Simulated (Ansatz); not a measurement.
According to r²SCAN (plane waves, PAW; program Ansatz), LuAlN$_{2}$ in the orthorhombic phase (Pna2_1; Lu on 4a, Al on 4a, N on 4a, N on 4a) relaxes to a = 5.869 Å, b = 6.903 Å, c = 5.177 Å. Al has 4 nearest neighbours from 1.88 Å (tetrahedral). Against the elements it lies at -1666 meV/atom, with no fitted shifts.

It is gapped at this level: 3.28 eV (indirect). The electron mass is 0.55, 1.1, 1.3 mₑ (principal values). The hole mass is 0.89, 1.8, 2.2 mₑ (principal values).

The bulk modulus is 161 GPa. Bader charges are Lu +1.95, Al +2.47, N -2.22 to -2.20 e.

The start of the workflow was typed in or built on a structure type; neither database checked (COD, Materials Project) lists it. Whether it is the stable phase at ambient conditions was not checked. The cell was relaxed with r²SCAN under the symmetry of its start; its stability against distortions is not shown here. The references are the lowest solids computed at this level, not always the standard phases (solids in place of the gases). Spin–orbit coupling is left out wherever it is not named.

Potentials: the earlier of the program's two PAW sets.
